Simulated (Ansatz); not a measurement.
Ru2C:
```xyz
3
Lattice="2.7700 0.0000 0.0000 -1.3850 2.3989 0.0000 0.0000 0.0000 4.9650" Properties=species:S:1:pos:R:3 pbc="T T T"
C      0.0000     0.0000     0.0000
Ru     0.0000     1.5993     1.3222
Ru     1.3850     0.7996     3.6428
```

Relaxed with PBEsol. Special points in fractions of this cell's reciprocal vectors: Γ (0.000, 0.000, 0.000); M (0.500, 0.000, 0.000); K (0.333, 0.333, 0.000); A (0.000, 0.000, 0.500); L (0.500, 0.000, 0.500); H (0.333, 0.333, 0.500).

Problem. List the band energies nearest the Fermi level at these points for the program Ansatz at the PBEsol level (PAW).

Solution. In eV from the Fermi level; about four levels below and three above (degenerate sets whole), none deeper than 8.9 eV; … stands for higher levels left out; points with the same levels are listed once.

```tsv
k	below	above
Γ	-1.30 -1.30 -0.88 -0.88	0.08 …
M	-5.77 -4.94 -3.36 -2.49	0.12 0.34 0.82
K	-3.71 -3.71 -0.71 -0.63 -0.63	2.01 2.01 2.03
A	-0.59 -0.59 -0.46 -0.46	1.46 …
L	-2.58 -2.17 -1.68 -1.46	0.96 1.02 1.05
H	-3.98 -3.19 -3.19 -1.56	0.18 0.18 1.42 1.42
```

Space group P-3m1. The cell is a constructed one: a structure type filled with these elements; neither database checked (COD, Materials Project) lists it. Whether it is the stable phase at ambient conditions was not checked. The PBEsol relaxation kept the symmetry of its start; whether a distortion lowers the energy is not shown. The run is not spin-polarised. Spin–orbit coupling is left out wherever it is not named.

Potentials: the earlier of the program's two PAW sets. The files were generated under PBE; for other functionals the program regenerates the frozen cores, and for LDA and PBEsol the local potential too.
